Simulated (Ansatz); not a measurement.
A geometry of Cu away from equilibrium: step 2 of the relaxation of a relaxed Cu cell, doubled along one cell vector, shaken by Gaussian noise of σ = 0.08 Å a coordinate. All values below come from PBEsol (plane waves to 420 eV, PAW, scalar-relativistic; Ansatz, a first-principles code). Γ-centred k-mesh 8×15×8 on the run's cell (coarser than for final values), Fermi–Dirac smearing 0.05 eV.

```xyz
4
Lattice="5.0029 0.0229 -0.0010 -1.2408 2.1764 0.0023 -0.0008 0.0039 4.1374" Properties=species:S:1:pos:R:3:forces:R:3 pbc="T T T" free_energy=-26354.854 pressure_GPa=3.2
Cu     1.2453     0.7316     0.9409    0.7786    0.2532    0.4542
Cu     3.9104     0.6391     1.0403   -0.8145    0.4082   -0.8916
Cu    -0.0825     1.5755     3.1200    0.4012   -0.0214   -0.5949
Cu     2.4861     1.5811     2.9556   -0.3654   -0.6401    1.0323
```

Positions in Å, forces in eV/Å, free energy of the cell in eV (comparable only within this code, potentials and settings). Largest force: 1.27 eV/Å, on Cu2, Cu4 (atoms numbered as listed); the geometry lies 0.06 eV/atom above the end of its relaxation.

No spin polarisation in the result.

The end of the path is a generated cell of Cu: the first start was made by a random draw of sites in a space group, and the end was not matched to a known phase here, so it may be hypothetical. Known forms of Cu include space group No. 225.
